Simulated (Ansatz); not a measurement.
What a change of settings does: CaPt (rocksalt type)

First run: DFT, r2SCAN, PAW with Ansatz's default frozen-core files, scalar-relativistic (Ansatz 0.2.0).

Command: `ansatz run input.yaml --threads 1 --pin off --max-ram 2048MiB --backend cpu --events-out ev --progress --plain --runs-dir out` It took 32 s on 1 thread of Arm Neoverse N1, with other jobs on the host, peak memory 0.51 GiB.

```yaml
crystal:
  lattice:
    - [0.0, 2.7983914558, 2.7983914558]
    - [2.7983914558, 0.0, 2.7983914558]
    - [2.7983914558, 2.7983914558, 0.0]
  atoms:
    - { symbol: Ca, position: [0.0, 0.0, 0.0] }
    - { symbol: Pt, position: [0.5, 0.5, 0.5] }
kpoints:
  mp_grid: { grid: [12, 12, 12] }
  band_path:
    path:
      - [0.0, 0.0, 0.0]
      - [0.5, 0.0, 0.5]
      - [0.625, 0.25, 0.625]
      - [0.375, 0.375, 0.75]
      - [0.0, 0.0, 0.0]
      - [0.5, 0.5, 0.5]
      - [0.5, 0.25, 0.75]
      - [0.5, 0.0, 0.5]
    npoints: 14
scf:
  occupations: { method: fermi_dirac, width: 0.05 }
hamiltonian:
  xc: r2scan
  pseudopotentials: { kind: paw }
output:
  forces: true
  stress: true
  eigenvalues: true
  populations: true
  bader: true
  write_density: true
  write_potential: true
  elf: true
  volumetric_format: npy
```

The cell comes from a relaxation on PAW files under the same functional, begun from a prototype that needn't be the stable phase.

This run: volume at 0.9 of the series' base cell.

It converges in 7 SCF iterations at a pressure of 7.53 GPa, cutoff 500 eV.

The input is then changed:

```diff
 kpoints:
-  mp_grid: { grid: [12, 12, 12] }
+  mp_grid: { grid: [18, 18, 18] }
   band_path:
   populations: true
-  bader: true
   write_density: true
```

Problem. What does the second run give?

Solution. It converges in 7 SCF iterations at a pressure of 7.55 GPa, cutoff 500 eV, free energy +0.1 meV/atom against the first run's.
